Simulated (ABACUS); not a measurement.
Consider a self-consistent single point of TaN (P-62m, 6 atoms in the cell; from Materials Project mp-1279, changed as shown).

```xyz
6
Lattice="5.2085 0.0000 0.0000 -2.6042 4.5107 0.0000 0.0000 0.0000 2.9730" Properties=species:S:1:pos:R:3 pbc="T T T"
Ta     0.0000     0.0000     0.0000
Ta     0.0000     3.0071     1.4865
Ta     2.6043     1.5036     1.4865
N      2.0438     0.0000     0.0000
N      1.5824     2.7407     0.0000
N     -1.0219     1.7700     0.0000
```

Level of theory: PBEsol, PseudoDojo 0.4 standard norm-conserving PBEsol (tails mended) pseudopotentials (plane waves; ABACUS).

ABACUS settings:

| key | value |
|---|---|
| KPT | Gamma 5 5 7 0 0 0 |
| basis_type | pw |
| ecutwfc | 84 Ry |
| smearing_method | fd |
| smearing_sigma | 0.00367493 Ry |
| potentials | PseudoDojo 0.4 standard norm-conserving PBEsol (tails mended) |
| symmetry | 1 |
| symmetry_prec | 1e-05 |
| ks_solver | dav |
| scf_nmax | 100 |
| scf_thr | 1.0e-09 Ry |
| mixing_type | broyden |
| mixing_beta | 0.7 |

Results:

```
Item                                                      Value
------------------------------------------------  -------------
Number of valence electrons                                  54
Number of bands                                              37
Number of k-points after the program's reduction             20
Number of plane waves (most at a k-point)                  6167
Number of SCF iterations                                     10
FFT grid                                           60 × 60 × 36
Free energy E − TS                                -6164.7000 eV
Fermi level (on the code's own zero)                   18.88 eV
Pressure                                             -12.11 GPa
Largest force (vector length)                        0.004 eV/Å
```

Forces (eV/Å):
```json
[
 {"atom": "Ta1", "Fx": "0.000", "Fy": "0.000", "Fz": "0.000"},
 {"atom": "Ta2", "Fx": "0.000", "Fy": "0.000", "Fz": "0.000"},
 {"atom": "Ta3", "Fx": "0.000", "Fy": "0.000", "Fz": "0.000"},
 {"atom": "N4", "Fx": "0.004", "Fy": "0.000", "Fz": "0.000"},
 {"atom": "N5", "Fx": "-0.002", "Fy": "-0.003", "Fz": "0.000"},
 {"atom": "N6", "Fx": "-0.002", "Fy": "0.003", "Fz": "0.000"}
]
```

Stress (GPa, positive for compression):
```
 -8.75    0.00    0.00
  0.00   -8.75    0.00
  0.00    0.00  -18.81
```

For comparison: a first run was changed to give this one (lattice vector c scaled by 1.02), and from it to this one the free energy goes up by 18.2 meV/atom, the pressure goes from -6.17 to -12.11 GPa and the largest force goes from 0.014 to 0.004 eV/Å.

The structure comes from a collection of computed structures, made at another level of theory; the collection holds predicted forms beside known ones. No clean gap shows at this smearing width and mesh (spacing up to 0.30 Å⁻¹); the mesh is coarse for partly filled bands, so the values carry mesh errors.

Cost on one core: roughly 90 core-seconds.

“Tails mended”: in these copies of the files the far tail of each local potential was reset to the Coulomb form.
